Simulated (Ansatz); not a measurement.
Data:

I:
Space group Cmce (No. 64); a = 7.506 Å, b = 4.392 Å, c = 9.624 Å, α = β = γ = 90.00°

| atom | site | symmetry | x | y | z |
|---|---|---|---|---|---|
| I | 8f | m.. | 0.0000 | 0.3264 | 0.3772 |
(The calculation used a cell of 4 atoms; values per cell refer to that cell.)

This is the PBEsol-relaxed structure.

**Question.** All from plane-wave PAW PBEsol (Ansatz code), unless another level is named. Give the band gap.

**Answer.** 0.79 eV (indirect).

**Question.** What about the smallest direct gap on the standard path?

**Answer.** 1.05 eV.

**Question.** Next, the valence-band maximum?

**Answer.** at Γ.

Symmetry was held in the PBEsol relaxation. A crystal of weakly bound molecules computed without a dispersion correction: the cell and the soft elastic constants depend strongly on that. Spin–orbit coupling is left out wherever it is not named.

Potentials: the later of the program's two PAW sets.
